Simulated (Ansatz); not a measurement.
The cell below belongs to a search over invented structures; it isn't taken from experiment.

Input and command of a plane-wave DFT calculation in Ansatz:

```yaml
crystal:
  lattice:
    - [3.9, 0.0, 0.0]
    - [-1.95, 3.37749907, 0.0]
    - [0.0, 0.0, 23.5]
  atoms:
    - { symbol: Ga, position: [0.0, 0.0, 0.8723] }
    - { symbol: Ga, position: [0.33333333, 0.66666667, 0.7277] }
    - { symbol: Ga, position: [0.33333333, 0.66666667, 0.1681] }
    - { symbol: Ga, position: [0.66666667, 0.33333333, 0.0234] }
    - { symbol: As, position: [0.66666667, 0.33333333, 0.5447] }
    - { symbol: As, position: [0.33333333, 0.66666667, 0.5979] }
    - { symbol: As, position: [0.33333333, 0.66666667, 0.8319] }
    - { symbol: As, position: [0.66666667, 0.33333333, 0.6872] }
    - { symbol: As, position: [0.0, 0.0, 0.9766] }
    - { symbol: As, position: [0.66666667, 0.33333333, 0.1277] }
    - { symbol: As, position: [0.33333333, 0.66666667, 0.2723] }
    - { symbol: As, position: [0.0, 0.0, 0.3128] }
    - { symbol: As, position: [0.33333333, 0.66666667, 0.4021] }
    - { symbol: As, position: [0.0, 0.0, 0.4553] }
basis:
  ecutwfc: 420
kpoints:
  mp_grid: { grid: [5, 5, 1] }
hamiltonian:
  xc: pbe
scf:
  occupations: { method: gaussian, width: 0.2 }
  lower_state_search: "off"
output:
  forces: true
  stress: true
  eigenvalues: true
relax:
  adjacent_minimum: "off"
  f_tol: 0.08
  max_steps: 16
  cell: { stress_tol: 0.8 }
```

```bash
ansatz run input.yaml --threads 1 --pin off --max-ram 2560MiB --backend cpu --events-out ev --progress --plain --runs-dir out
```

Processor: Intel(R) Xeon(R) Platinum 8488C (Sapphire Rapids), 1 thread, on a host shared with other jobs.

Question: Estimate time, memory and problem size.

Answer: About 2.1 min, peak memory 0.73 GiB. It solves 122 bands at 5 k points (after reduction by symmetry) with about 6635 plane waves (on the last cell), in 50 SCF iterations over 7 ionic steps.
